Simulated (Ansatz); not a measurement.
# ZrIr2: computed property card

ZrIr₂:
Space group Fd-3m, origin choice 1 (No. 227); a = 7.3041 Å, b = 7.3041 Å, c = 7.3041 Å, α = 90.00°, β = 90.00°, γ = 90.00°

| atom | site | symmetry | x | y | z |
|---|---|---|---|---|---|
| Zr | 8a | -43m | 0.0000 | 0.0000 | 0.0000 |
| Ir | 16d | .-3m | 0.6250 | 0.6250 | 0.6250 |
(The calculation used a cell of 6 atoms; values per cell refer to that cell.)

Space group Fd-3m (No. 227), cubic Laves (MgCu2 type); conventional cell a = b = c = 7.304 Å, α = β = γ = 90.00°.

Method: LDA (plane waves, PAW; program Ansatz). Geometry: relaxed at this level of theory. Other levels are named where they apply.

### Cell and energy

- Volume per atom = 16.24 Å³
- Density = 16.22 g/cm³
- Formation energy from the elements (no fitted shifts) = -0.68 eV/atom

### Electronic structure

- Electronic character: metallic (no gap)
- Density of states at the Fermi level: 0.94 states/eV per atom (mean over ±0.08 eV)

### Mechanics

* **Bulk modulus (Birch–Murnaghan fit)**: 283 GPa
* **Pressure derivative B′**: 4.6
* **Elastic constants (relaxed ions, GPa)**: C11 = 427, C12 = 211, C44 = 167
* **Mechanical stability**: stable (all eigenvalues of C positive)
* **Hill bulk and shear moduli**: 283 and 140 GPa
* **Young's modulus**: 361 GPa
* **Poisson's ratio**: 0.29
* **Debye temperature from the elastic constants**: 386 K

### Phonons

* **Highest zone-centre frequency**: 264 cm⁻¹
* **Zone-centre stability**: unstable, softest mode 84i cm⁻¹

The workflow started from an entry of the Crystallography Open Database (COD). Whether it is the stable phase at ambient conditions was not checked. Symmetry was held in the LDA relaxation. No spin polarisation was allowed. As this level gives no gap, shear constants depend on the k-mesh and smearing (Fermi–Dirac, 0.1 eV here). As this level gives no gap, phonon frequencies hold no LO–TO term and depend on the k-mesh and smearing (Fermi–Dirac, 0.1 eV here). The references are the lowest solids computed at this level, not always the standard phases. Spin–orbit coupling is left out wherever it is not named.

Potentials: the later of the program's two PAW sets.
